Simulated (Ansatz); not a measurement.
# Calculated field gradients at the nuclei for MoS2

The cell is a COD entry, atoms as given.

Space group P6_3/mmc (No. 194); a = 3.1690, c = 12.3240 Å, γ = 120.00°.

```csv
site,Wyckoff,site symmetry,x,y,z
Mo,2c,-6m2,0.3333,0.6667,0.2500
S,4f,3m.,0.3333,0.6667,0.6230
```

One atom of each set is listed.

Method: Kohn–Sham DFT in Ansatz, PBE, plane waves and PAW, scalar-relativistic, collinear spin, 420 eV cutoff, Γ-centred 11×11×3 k-points, Fermi–Dirac smearing 0.02 eV. Start moments as typed (μB): 2 on each Mo, none on the rest.

Conventions: |V_zz| ≥ |V_yy| ≥ |V_xx|, η = (V_xx − V_yy)/V_zz, C_Q = eQV_zz/h.

⁹⁵Mo: I = 5/2, Q = -22.00 mb; S-33: I = 3/2, Q = -69.40 mb. Q values from Pyykkö, Mol. Phys. 116, 1328 (2018).

| site | atoms | first shell | V_zz (10²¹ V/m²) | η | C_Q (MHz) |
| --- | --- | --- | --- | --- | --- |
| Mo | 2 | 6 S at 2.41 Å | -7.53 | 0.00 | 4.01 |
| S | 4 | 3 Mo at 2.41 Å | -5.24 | 0.00 | 8.79 |

An axis of threefold or higher order runs through Mo and S, so V_zz lies along it and η is zero.

Without spin–orbit coupling (the program notes it for Mo) the gradients can shift somewhat, as the gap is small. The start moments die out, and the run ends without spin.

The run took 3 s of wall time (9.8 s of CPU time) and 0.65 GiB at its peak, on 4 threads of AMD EPYC 9R45 96-Core Processor (Zen 5) (x86_64; 48 cores open to the job, memory cap 10.0 GiB, no GPU), a shared host with a load of 0.7 a core.
